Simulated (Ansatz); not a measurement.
CuCl:
```cif
data_Cl4Cu4
_chemical_formula_sum 'Cu4 Cl4'
_space_group_name_H-M_alt 'F-43m'
_space_group_IT_number 216
_space_group_name_Hall 'F -4 2 3'
_cell_length_a 5.28991
_cell_length_b 5.28991
_cell_length_c 5.28991
_cell_angle_alpha 90.000
_cell_angle_beta 90.000
_cell_angle_gamma 90.000
loop_
_atom_site_label
_atom_site_type_symbol
_atom_site_symmetry_multiplicity
_atom_site_Wyckoff_symbol
_atom_site_fract_x
_atom_site_fract_y
_atom_site_fract_z
_atom_site_occupancy
Cu1 Cu 4 a 0.00000 0.00000 0.00000 1
Cl1 Cl 4 c 0.25000 0.25000 0.25000 1
```
(The calculation used a cell of 2 atoms; values per cell refer to that cell.)

Relaxed with PBEsol. PBEsol in the plane-wave PAW code Ansatz gives a gap of 0.55 eV.

Question: What gap does HSE06 give on the same cell (Ansatz, PAW)?

Answer: 2.45 eV, 1.89 eV more. The hybrid was solved on a coarser mesh and at special points; its gap is the smallest among all of these.

```json
[
 {"k": "Γ", "v1 PBEsol": "0.00", "c1 PBEsol": "0.55", "v1 HSE06": "0.00", "c1 HSE06": "2.45"},
 {"k": "X", "v1 PBEsol": "-1.31", "c1 PBEsol": "3.24", "v1 HSE06": "…", "c1 HSE06": "…"},
 {"k": "L", "v1 PBEsol": "-0.67", "c1 PBEsol": "2.90", "v1 HSE06": "…", "c1 HSE06": "…"},
 {"k": "W", "v1 PBEsol": "-0.94", "c1 PBEsol": "4.96", "v1 HSE06": "…", "c1 HSE06": "…"},
 {"k": "K", "v1 PBEsol": "-1.05", "c1 PBEsol": "4.09", "v1 HSE06": "…", "c1 HSE06": "…"}
]
```

Question: Top valence (v1) and lowest conduction level (c1) in eV from each method's valence maximum (which need not be a listed point): supply the withheld HSE06 values.

Answer: 
- W, v1 HSE06: -1.17
- W, c1 HSE06: 6.71
- X, v1 HSE06: -1.60
- X, c1 HSE06: 4.93
- K, v1 HSE06: -1.27
- K, c1 HSE06: 5.88
- L, v1 HSE06: -0.76
- L, c1 HSE06: 4.88

Cost on shared cores: the PBEsol run (SCF on a 9×9×9 mesh, then bands and DOS) roughly 19 core-seconds, the HSE06 run (SCF on 7×7×7, then a few points) very roughly 2.5 core-minutes; the tasks are unlike.

The PBEsol relaxation kept the symmetry of its start. The run is not spin-polarised.

Potentials: the earlier of the program's two PAW sets.
